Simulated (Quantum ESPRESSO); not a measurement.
# Ge2GaO5F: one run as intended and one with a planted mistake

Computed values, not a measurement. The program is pw.x of Quantum ESPRESSO 7.5 (plane-wave density functional theory). The cell is made up: 9 atoms on a corundum lattice with one site empty, with randomly drawn elements, strain and displacements, not relaxed. PseudoDojo standard norm-conserving files (v0.5 for PBE, v0.4.1 for LDA and PBEsol) set the functional; there is no spin polarisation, spin-orbit coupling or dispersion term, and the masses in the input are unused placeholders.

Intended input:

```
&control calculation='scf', pseudo_dir='./dojo.nc.sr.pbe.v0_5.standard.upf', outdir='./o', disk_io='medium', tprnfor=.true., tstress=.true. /
&system ibrav=0, nat=9, ntyp=4, nbnd=45, ecutwfc=84.00895049, nosym=.true., tot_charge=0,
 occupations='smearing', smearing='fd', degauss=0.0018374661
/
&electrons conv_thr=7.350e-09, electron_maxstep=60, /
ATOMIC_SPECIES
F 1.0 F.upf
Ga 1.0 Ga.upf
Ge 1.0 Ge.upf
O 1.0 O.upf
CELL_PARAMETERS angstrom
2.4797 1.4316 4.4665
-2.4797 1.4316 4.4665
0.0 -2.8633 4.4665
ATOMIC_POSITIONS angstrom
Ge 0.0799 -0.0258 1.9967
Ge -0.01 -0.0051 8.6713
Ga 0.0291 0.0145 11.4581
O -0.9461 1.435 7.7713
O -0.7738 -1.528 7.7932
O 1.7317 0.0997 7.7988
O 0.9662 -1.4422 5.6302
F 0.749 1.5447 5.6449
O -1.7756 -0.0756 5.5606
K_POINTS automatic
5 5 5 1 1 1
```

The log is shortened where brackets say so; the opening notice, blank lines, dates and the lines on written files are dropped, and the path of the files is cut. It prints rydbergs, bohrs and kilobars, and counts compression as positive stress. Where no state is partly filled, the Fermi energy that it prints is only some level between the filled and the empty states on the mesh, and need not lie in the true gap.

Log of the intended run:

```
     Program PWSCF v.7.5
     Parallel version (MPI & OpenMP), running on       1 processor cores
     Number of MPI processes:                 1
     Threads/MPI process:                     1
     [start-up lines left out]
     bravais-lattice index     =            0
     lattice parameter (alat)  =      10.0259  a.u.
     unit-cell volume          =     642.0164 (a.u.)^3
     number of atoms/cell      =            9
     number of atomic types    =            4
     number of electrons       =        78.00
     number of Kohn-Sham states=           45
     kinetic-energy cutoff     =      84.0090  Ry
     charge density cutoff     =     336.0358  Ry
     scf convergence threshold =      7.3E-09
     mixing beta               =       0.7000
     number of iterations used =            8  plain     mixing
     Exchange-correlation= PBE
                           (   1   4   3   4   0   0   0)
     [axes and pseudopotential details left out]
   Cartesian axes
     site n.     atom                  positions (alat units)
         1        Ge     tau(   1) = (   0.0150599  -0.0048629   0.3763474  )
         2        Ge     tau(   2) = (  -0.0018848  -0.0009613   1.6344075  )
         3        Ga     tau(   3) = (   0.0054849   0.0027330   2.1596767  )
         4        O      tau(   4) = (  -0.1783254   0.2704756   1.4647712  )
         5        O      tau(   5) = (  -0.1458495  -0.2880046   1.4688991  )
         6        O      tau(   6) = (   0.3263990   0.0187919   1.4699546  )
         7        O      tau(   7) = (   0.1821139  -0.2718327   1.0612066  )
         8        F      tau(   8) = (   0.1411750   0.2911523   1.0639773  )
         9        O      tau(   9) = (  -0.3346735  -0.0142494   1.0480881  )
     number of k points=    63  Fermi-Dirac smearing, width (Ry)=  0.0018
                       cart. coord. in units 2pi/alat
        k(    1) = (   0.0000000   0.0000000   0.1187836), wk =   0.0320000
        k(    2) = (   0.0000000  -0.2470591   0.1979708), wk =   0.0320000
     [further k points left out]
     Dense  grid:    66805 G-vectors     FFT dimensions: (  60,  60,  60)
     Estimated max dynamical RAM per process >     100.55 MB
     Initial potential from superposition of free atoms
     starting charge      77.9957, renormalised to      78.0000
     Starting wfcs are   51 randomized atomic wfcs
     total cpu time spent up to now is       10.4 secs
     per-process dynamical memory:    60.6 Mb
     Self-consistent Calculation
     iteration #  1     ecut=    84.01 Ry     beta= 0.70
     Davidson diagonalization with overlap
     ethr =  1.00E-02,  avg # of iterations =  2.1
     total cpu time spent up to now is       32.5 secs
     total energy              =    -724.02061163 Ry
     estimated scf accuracy    <       1.99300320 Ry
     iteration #  2     ecut=    84.01 Ry     beta= 0.70
     Davidson diagonalization with overlap
     ethr =  2.56E-03,  avg # of iterations =  2.2
     total cpu time spent up to now is       54.2 secs
     total energy              =    -724.50266746 Ry
     estimated scf accuracy    <       2.29569225 Ry
     [iterations 3 to 11 left out]
     iteration # 12     ecut=    84.01 Ry     beta= 0.70
     Davidson diagonalization with overlap
     ethr =  7.83E-11,  avg # of iterations =  2.0
     total cpu time spent up to now is      248.5 secs
     total energy              =    -724.95209962 Ry
     estimated scf accuracy    <       0.00000002 Ry
     iteration # 13     ecut=    84.01 Ry     beta= 0.70
     Davidson diagonalization with overlap
     ethr =  2.02E-11,  avg # of iterations =  2.0
     total cpu time spent up to now is      265.1 secs
     End of self-consistent calculation
     [lines on levels left out]
     the Fermi energy is     8.8089 ev
!    total energy              =    -724.95209962 Ry
     estimated scf accuracy    <          1.2E-09 Ry
     smearing contrib. (-TS)   =      -0.00000000 Ry
     internal energy E=F+TS    =    -724.95209962 Ry
     The total energy is F=E-TS. E is the sum of the following terms:
     one-electron contribution =    -275.65056316 Ry
     hartree contribution      =     198.71669333 Ry
     xc contribution           =    -182.37664524 Ry
     ewald contribution        =    -465.64158454 Ry
     convergence has been achieved in  13 iterations
     Forces acting on atoms (cartesian axes, Ry/au):
     atom    1 type  3   force =     0.04879080    0.00938065    0.06231732
     atom    2 type  3   force =    -0.04194974    0.06493694   -0.04771660
     atom    3 type  2   force =    -0.04061155    0.03513899    0.02470799
     atom    4 type  4   force =     0.02498266   -0.03768289   -0.00220339
     atom    5 type  4   force =     0.04338466    0.01145207   -0.01037730
     atom    6 type  4   force =    -0.05986580    0.01206897    0.01382712
     atom    7 type  4   force =     0.02509252   -0.05429241   -0.01414448
     atom    8 type  1   force =     0.03253588   -0.00897591   -0.02555391
     atom    9 type  4   force =    -0.03235941   -0.03202642   -0.00085675
     Total force =     0.183940     Total SCF correction =     0.000060
     Computing stress (Cartesian axis) and pressure
          total   stress  (Ry/bohr**3)                   (kbar)     P=      -29.14
  -0.00019241  -0.00034370   0.00031899          -28.31      -50.56       46.92
  -0.00034370  -0.00030609  -0.00006895          -50.56      -45.03      -10.14
   0.00031899  -0.00006895  -0.00009576           46.92      -10.14      -14.09
     init_run     :      9.82s CPU     10.33s WALL (       1 calls)
     electrons    :    249.27s CPU    254.72s WALL (       1 calls)
     forces       :      2.82s CPU      2.85s WALL (       1 calls)
     stress       :     10.10s CPU     10.15s WALL (       1 calls)
     [timing details left out]
     PWSCF        :   4m32.10s CPU   4m38.23s WALL
     JOB DONE.
```

A second run has one planted mistake: two atoms have their elements exchanged. The input lines that differ, file-writing options aside:

```
- O 0.9662 -1.4422 5.6302
+ F 0.9662 -1.4422 5.6302
- F 0.749 1.5447 5.6449
+ O 0.749 1.5447 5.6449
```

Its log:

```
     Program PWSCF v.7.5
     Parallel version (MPI & OpenMP), running on       1 processor cores
     Number of MPI processes:                 1
     Threads/MPI process:                     1
     [start-up lines left out]
     bravais-lattice index     =            0
     lattice parameter (alat)  =      10.0259  a.u.
     unit-cell volume          =     642.0164 (a.u.)^3
     number of atoms/cell      =            9
     number of atomic types    =            4
     number of electrons       =        78.00
     number of Kohn-Sham states=           45
     kinetic-energy cutoff     =      84.0090  Ry
     charge density cutoff     =     336.0358  Ry
     scf convergence threshold =      7.3E-09
     mixing beta               =       0.7000
     number of iterations used =            8  plain     mixing
     Exchange-correlation= PBE
                           (   1   4   3   4   0   0   0)
     [axes and pseudopotential details left out]
   Cartesian axes
     site n.     atom                  positions (alat units)
         1        Ge     tau(   1) = (   0.0150599  -0.0048629   0.3763474  )
         2        Ge     tau(   2) = (  -0.0018848  -0.0009613   1.6344075  )
         3        Ga     tau(   3) = (   0.0054849   0.0027330   2.1596767  )
         4        O      tau(   4) = (  -0.1783254   0.2704756   1.4647712  )
         5        O      tau(   5) = (  -0.1458495  -0.2880046   1.4688991  )
         6        O      tau(   6) = (   0.3263990   0.0187919   1.4699546  )
         7        F      tau(   7) = (   0.1821139  -0.2718327   1.0612066  )
         8        O      tau(   8) = (   0.1411750   0.2911523   1.0639773  )
         9        O      tau(   9) = (  -0.3346735  -0.0142494   1.0480881  )
     number of k points=    63  Fermi-Dirac smearing, width (Ry)=  0.0018
                       cart. coord. in units 2pi/alat
        k(    1) = (   0.0000000   0.0000000   0.1187836), wk =   0.0320000
        k(    2) = (   0.0000000  -0.2470591   0.1979708), wk =   0.0320000
     [further k points left out]
     Dense  grid:    66805 G-vectors     FFT dimensions: (  60,  60,  60)
     Estimated max dynamical RAM per process >     100.55 MB
     Initial potential from superposition of free atoms
     starting charge      77.9957, renormalised to      78.0000
     Starting wfcs are   51 randomized atomic wfcs
     total cpu time spent up to now is        8.7 secs
     per-process dynamical memory:    60.6 Mb
     Self-consistent Calculation
     iteration #  1     ecut=    84.01 Ry     beta= 0.70
     Davidson diagonalization with overlap
     ethr =  1.00E-02,  avg # of iterations =  2.1
     total cpu time spent up to now is       29.9 secs
     total energy              =    -723.99076294 Ry
     estimated scf accuracy    <       2.01037568 Ry
     iteration #  2     ecut=    84.01 Ry     beta= 0.70
     Davidson diagonalization with overlap
     ethr =  2.58E-03,  avg # of iterations =  2.4
     total cpu time spent up to now is       50.0 secs
     total energy              =    -724.45345143 Ry
     estimated scf accuracy    <       2.43559272 Ry
     [iterations 3 to 11 left out]
     iteration # 12     ecut=    84.01 Ry     beta= 0.70
     Davidson diagonalization with overlap
     ethr =  7.91E-11,  avg # of iterations =  2.4
     total cpu time spent up to now is      234.4 secs
     total energy              =    -724.93492411 Ry
     estimated scf accuracy    <       0.00000002 Ry
     iteration # 13     ecut=    84.01 Ry     beta= 0.70
     Davidson diagonalization with overlap
     ethr =  2.75E-11,  avg # of iterations =  2.0
     total cpu time spent up to now is      251.8 secs
     End of self-consistent calculation
     [lines on levels left out]
     the Fermi energy is     9.2071 ev
!    total energy              =    -724.93492411 Ry
     estimated scf accuracy    <          2.4E-09 Ry
     smearing contrib. (-TS)   =      -0.00000000 Ry
     internal energy E=F+TS    =    -724.93492411 Ry
     The total energy is F=E-TS. E is the sum of the following terms:
     one-electron contribution =    -276.07633719 Ry
     hartree contribution      =     198.88868613 Ry
     xc contribution           =    -182.36611571 Ry
     ewald contribution        =    -465.38115735 Ry
     convergence has been achieved in  13 iterations
     Forces acting on atoms (cartesian axes, Ry/au):
     atom    1 type  3   force =    -0.11023322   -0.06203590    0.06799695
     atom    2 type  3   force =     0.09736795   -0.00298454   -0.04918656
     atom    3 type  2   force =     0.04943795   -0.00326820    0.02435395
     atom    4 type  4   force =    -0.00599895   -0.02959299   -0.00870484
     atom    5 type  4   force =     0.05052395    0.04704603    0.01291697
     atom    6 type  4   force =    -0.04343945   -0.00065614   -0.00548895
     atom    7 type  1   force =    -0.02990097   -0.00093904   -0.02721049
     atom    8 type  4   force =     0.03039984    0.06529200   -0.01210627
     atom    9 type  4   force =    -0.03815709   -0.01286121   -0.00257074
     Total force =     0.228068     Total SCF correction =     0.000081
     Computing stress (Cartesian axis) and pressure
          total   stress  (Ry/bohr**3)                   (kbar)     P=      -26.63
  -0.00002457   0.00030847  -0.00021569           -3.61       45.38      -31.73
   0.00030847  -0.00045268  -0.00011486           45.38      -66.59      -16.90
  -0.00021569  -0.00011486  -0.00006582          -31.73      -16.90       -9.68
     init_run     :      8.12s CPU      8.59s WALL (       1 calls)
     electrons    :    238.78s CPU    243.17s WALL (       1 calls)
     forces       :      2.84s CPU      2.86s WALL (       1 calls)
     stress       :     10.52s CPU     10.56s WALL (       1 calls)
     [timing details left out]
     PWSCF        :   4m20.35s CPU   4m25.41s WALL
     JOB DONE.
```

```
                                            intended run  run with the mistake
                          free energy (eV)     -9863.476             -9863.242
                    smearing term -TS (eV)        0.0000                0.0000
                            pressure (GPa)         -2.91                 -2.66
            largest force component (eV/Å)         1.670                 2.834
largest change of a force component (eV/Å)                               4.089
                                iterations            13                    13
```

For scale, a rerun of the intended cell at 1437 eV and a 7 x 7 x 7 mesh moved values by no more than 0.003 eV in energy, 0.04 GPa in stress and 0.002 eV/Å in force.